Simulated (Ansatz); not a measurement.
Relaxed SnSe2 (CdI2 type):

```xyz
6
Lattice="7.6806 0.0000 0.0000 -1.9201 3.3258 0.0000 0.0000 0.0000 6.0057" Properties=species:S:1:pos:R:3 pbc="T T T"
Sn     0.0000     0.0000     0.0000
Sn     3.8403     0.0000     0.0000
Se     0.0000     2.2172     1.5935
Se     3.8403     2.2172     1.5935
Se     1.9201     1.1086     4.4122
Se     5.7604     1.1086     4.4122
```

In each cell atom 1 (Sn, nearest neighbour Se at 2.730 Å; its periodic images, 3.8 Å or more away, move with it) moves by s·(1.000, 0.000, 0.000) (along Cartesian x), the rest being held.

All values below come from PBE-D3(BJ) (plane waves to 420 eV, PAW, scalar-relativistic; Ansatz, an electronic-structure program). k mesh 4×8×5 (Γ-centred), Fermi-Dirac smearing 0.05 eV. F∥ is the force on the atom along that direction. SnSe2 was relaxed with its symmetry unable to fall. 

| s (Å) | F∥ (eV/Å) |
|---|---|
| -0.270 | 2.374 |
| -0.216 | 1.876 |
| -0.162 | 1.392 |
| -0.108 | 0.921 |
| -0.054 | 0.458 |
| 0.000 | 0.000 |
| 0.054 | -0.458 |
| 0.108 | -0.921 |
| 0.162 | -1.392 |
| 0.216 | -1.876 |
| 0.270 | -2.374 |

Q: What is the force constant k = d²E/ds² of this move at s = 0?

A: 8.48 eV/Å². The forces along the line at the two nearest points give (0.458 − (-0.458)) / (2·0.054) = 8.48 eV/Å²; the next pair corrects for the finite step.

(For displaced atoms, the force is minus the slope of the energy, and its curvature is a force constant, which sets phonon frequencies.)
